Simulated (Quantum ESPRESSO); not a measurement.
**NMR parameters of TeSe$_{2}$**

```
CELL_PARAMETERS angstrom
      4.04396    -2.18566     0.00000
      4.04396     2.18566     0.00000
     -0.14647     0.00000     5.28377
ATOMIC_POSITIONS crystal
  Te 0.75378 0.24622 0.50000
  Se 0.01408 0.76786 0.84024
  Se 0.23214 0.98592 0.15976
```
Geometry: a computed entry of the Materials Project; it was not checked against measured cells. It is TeSe2 in C2; whether this form has been observed was not checked. Stability against distortions was not tested. Forces on the atoms reach 0.37 eV/Å at this level.

These are absolute shieldings with no macroscopic susceptibility term; δ = σ_ref − σ needs a reference computed alike. In our sweeps, cutoffs and meshes of this size left a few ppm, and up to some 20 ppm on atoms from Zn on. Spin–orbit coupling is left out; its weight grows with the heaviest atom, Te here. No d partial waves on Te, Se: the paramagnetic term there is incompletely reconstructed. With so small a Kohn–Sham gap, σ hangs strongly on the functional and the mesh.

Ω = σ33 − σ11 of the symmetric part; where symmetry doesn't make it nil, it is less certain than σ_iso.

Task: What do the calculations give at each independent site (shieldings by PBE GIPAW on JTH datasets (Quantum ESPRESSO, modified build), 20 Ha, k-mesh 9×9×7 shifted, f-sum rule met within 0.019 %)?

Result: 
| site | site symmetry | σ_iso (ppm) | span Ω (ppm) |
|---|---|---|---|
| Te (atom 1) | 2 | 1063 | 658 |
| Se (atoms 2, 3) | 1 | 787 | 1009 |
